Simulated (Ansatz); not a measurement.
V3Si, in the lowest of the structures calculated here: Pm-3n (No. 223), cP8, A15 (Cr3Si type); a = b = c = 4.6495 Å, α = β = γ = 90.00°; V 6c (0.000, 0.500, 0.250); Si 2a (0.000, 0.000, 0.000). The numbers are results of PBEsol (plane waves to 420 eV, PAW, scalar-relativistic; Ansatz, a first-principles code), not measurements. Element references, the lowest calculated here: Si (Fd-3m), V (Im-3m).

Give the formation energy of this Pm-3n form of V3Si from the elements at the level PBEsol.

-0.51 eV/atom.

Is it stable against the other phases calculated?

Yes: the most favourable decomposition, V3Si → 0.33 V5Si3 + 1.33 V (V Im-3m, V5Si3 I4/mcm), costs 0.09 eV/atom.

Over what range of chemical potentials is V3Si stable among the phases calculated here? Give the corners of its window as Δμ = μ − μ(element).


```csv
in equilibrium with,Δμ(Si) (eV),Δμ(V) (eV)
V,-2.1,0.0
V5Si3,-1.3,-0.3
```

At every corner Σ nΔμ equals the formation energy, about -2.1 eV per formula unit; the corners carry the error of several atoms' energies, a few 0.01 eV.

This is the hull of the energies calculated here, no anion corrections; phases that were not calculated are missing from it. Values are rounded to 0.01 eV/atom. The compounds carry no spin polarisation.
